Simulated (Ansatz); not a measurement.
Cu$_{3}$Pd (Cu3Au type, space group No. 221) under volume change, DFT-PBEsol in the program Ansatz with PAW potentials, scaled uniformly.

```
V (Å³/atom)  E − E(relaxed) (meV/atom)  P (GPa)
-----------  -------------------------  -------
11.106                            66.2    21.23
11.472                             ___      ___
11.839                             6.5     5.84
12.205                             0.0     0.01
12.571                             ___      ___
12.937                            21.6    -8.89
13.303                            45.8   -12.24
```

Problem. What belongs in the gaps?

Solution. 
- 11.472, E − E(relaxed) (meV/atom): 27.6
- 11.472, P (GPa): 12.83
- 12.571, E − E(relaxed) (meV/atom): 5.7
- 12.571, P (GPa): -4.85

Problem. What does a third-order Birch–Murnaghan fit give for V₀, B₀ and B′?

Solution. V₀ = 12.21 Å³/atom, B₀ = 177 GPa, B′ = 5.1.

Space group Pm-3m (Cu3Au type). The workflow started from an entry of the Crystallography Open Database (COD), which files this formula under 3 space groups. Its standing as an ambient phase is unchecked. The PBEsol relaxation kept the symmetry of its start; of distortions, only those at the zone centre were tested. The run is not spin-polarised. Spin–orbit coupling is left out wherever it is not named.

Potentials: the later of the program's two PAW sets.
